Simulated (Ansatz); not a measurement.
**W (Fm-3m), tetragonal deformation path**

Computed with Ansatz 0.2.0, DFT LDA, scalar-relativistic, plane waves, PAW. The runs took a 420 eV cutoff, a Γ-centred 22×22×22 mesh and Gaussian smearing (0.15 eV). Spin–orbit coupling is left out, which can shift energies with elements as heavy as these. No spin polarisation. Energies are free energies at this smearing, counted from the undisturbed cell; pressure is positive in compression.

Zero of the scan (as given, not relaxed at this level; it stands at -17.9 GPa; this fcc form isn't the usual structure):

```
W
1.0
     0.00000    2.03000    2.03000
     2.03000    0.00000    2.03000
     2.03000    2.03000    0.00000
W
1
Direct
  0.00000 0.00000 0.00000
```

At fixed volume and fractional coordinates, lengths along (0.000, 0.000, 1.000) are scaled against those across it; ρ is that ratio over its starting value. The cell is metallic on the mesh throughout. At ρ = 0.707 the cell becomes cubic (Im-3m), and there the slope of the energy vanishes by symmetry. At -18 GPa the given cell is far from its own equilibrium, so these figures belong to a strongly strained crystal.

```
    ρ  ΔE (meV/atom)
0.707         -447.8
0.780         -364.4
0.850         -205.2
0.920          -65.8
1.000            0.0
1.100          -57.0
1.200          -99.9
1.300          -60.2
1.414          127.4
```

Predict the pressure (GPa) at each point.

| ρ | pressure (GPa) |
| --- | --- |
| 0.707 | -23.1 |
| 0.780 | -22.0 |
| 0.850 | -19.7 |
| 0.920 | -18.2 |
| 1.000 | -17.9 |
| 1.100 | -17.8 |
| 1.200 | -17.0 |
| 1.300 | -14.7 |
| 1.414 | -9.0 |